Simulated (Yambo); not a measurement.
Yambo run on CuCl (zinc blende, space group F-43m, No. 216) under isotropic strain of -3 % on all lattice vectors. The wavefunctions come from this Quantum ESPRESSO step (PBEsol, PseudoDojo standard norm-conserving files, scalar-relativistic):

```
&CONTROL
  calculation = 'nscf'
  pseudo_dir = './pseudo'
  outdir = './out'
/
&SYSTEM
  ibrav = 0
  nat = 2
  ntyp = 2
  ecutwfc = 92.0
  ecutrho = 368.0
  occupations = 'fixed'
  force_symmorphic = .true.
  nbnd = 94
/
&ELECTRONS
  conv_thr = 2e-09
  diago_full_acc = .true.
  diago_thr_init = 1e-08
/
ATOMIC_SPECIES
Cl 35.4500 Cl.upf
Cu 63.5460 Cu.upf
CELL_PARAMETERS angstrom
  1.813630558745   1.047252823356   2.962079220992
 -1.814028126741   1.047177604927   2.961862355040
 -0.000133642950  -2.094429369363   2.961971166295
ATOMIC_POSITIONS crystal
Cl   0.000000000000   0.000000000000   0.000000000000
Cu   0.250000000000   0.250000000000   0.250000000000
K_POINTS automatic
4 4 4 0 0 0
```

Yambo input:

```
rim_cut
gw0
dyson
el_el_corr
HF_and_locXC
ppa
em1d
RandQpts= 1000000
RandGvec= 1 Ry
EXXRLvcs= 92 Ry
VXCRLvcs= 368 Ry
Chimod= "HARTREE"
% BndsRnXp
 5 | 92 |
%
NGsBlkXp= 10 Ry
% LongDrXp
 1.0 | 1.0 | 1.0 |
%
PPAPntXp= 27.2114 eV
% GbndRnge
 1 | 92 |
%
GTermKind= "BG"
DysSolver= "n"
ExtendOut
% QPkrange
 1 | 1 | 13 | 14 |
 3 | 3 | 13 | 14 |
 8 | 8 | 13 | 14 |
%
```

k points by index: 1 = Γ, 3 = L, 8 = L.

The o-*.qp file then holds:

```
#    K-point    Band    Eo [eV]    E [eV]    E-Eo [eV]    Vxc [eV]    Vnlxc [eV]    Sc|Eo [eV]    Sc|E [eV]    dSc/dw|Eo [eV]    Re(Z)    Im(Z)
#
    1    13    0.000000    -0.807588    -0.807588    -28.13691    -34.76647    5.563482    5.821970    -8.708019    0.757565    -0.001414
    1    14    0.745713    1.077226    0.331513    -11.04806    -6.352886    -4.291098    -4.363659    -5.954093    0.820472    -0.001125
    3    13    -0.814504    -1.676765    -0.862261    -27.60576    -34.75509    6.002815    6.287071    -8.968810    0.752104    -0.001482
    3    14    3.025343    3.524569    0.499226    -12.37334    -7.428473    -4.334273    -4.445645    -6.069258    0.817632    -0.001138
    8    13    -0.814504    -1.677282    -0.862778    -27.60576    -34.75521    6.002261    6.286670    -8.968285    0.752115    -0.001482
    8    14    3.025343    3.524587    0.499244    -12.37334    -7.428482    -4.334243    -4.445617    -6.069227    0.817633    -0.001138
```
(The two width columns are left out.) Convergence of these settings isn't established.

Geometry strained from the cell relaxed with PBEsol, atoms relaxed again.
